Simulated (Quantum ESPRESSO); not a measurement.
# ZnS (P6₃mc) under strain

```xyz
4
Lattice="3.8058 0.0000 0.0000 -1.9029 3.2959 0.0000 0.0000 0.0000 6.2380" Properties=species:S:1:pos:R:3 pbc="T T T"
Zn     0.0000     2.1973     0.0009
Zn     1.9029     1.0986     3.1199
S      0.0000     2.1973     2.3384
S      1.9029     1.0986     5.4574
```
The cell was made here from a computed Materials Project entry: atoms relaxed in the unchanged cell (PBE without dispersion, pw.x of a modified build of Quantum ESPRESSO, symmetry kept). The parent is ZnS in P6₃mc. Stability against distortions was not tested.

The last row's change in full: strained by +2 % along the unique axis and by -1 % across it, atoms relaxed (PBE, pw.x of Quantum ESPRESSO); the other rows go along the same path.

Method: field gradients by a PBE PAW density (pw.x of Quantum ESPRESSO, JTH datasets) with the all-electron reconstruction of Petrilli and co-workers, 20 Ha, k-mesh 7×7×4 through Γ. Values are those of the named site's first atom. Cores are frozen. Against all-electron runs on small test molecules, this scheme's |Vzz| missed by +4 % on Zn, −3 % on S.

Unchanged cell: Vzz Zn (a.u.) = 0.008, Vzz S (a.u.) = 0.026.

**Question.** How do these values move along the path (axial strain (%): -2, +2)?

**Answer.** 
| axial strain (%) | Vzz Zn (a.u.) | Vzz S (a.u.) |
|---|---|---|
| -2 | -0.015 | -0.073 |
| 0 | 0.008 | 0.026 |
| +2 | 0.020 | 0.134 |

As single numbers, gradients under 0.02 a.u. lie near what cutoff and mesh leave (some 0.003 a.u. in our sweeps); these rows share cutoff and mesh counts, so their differences are steadier.
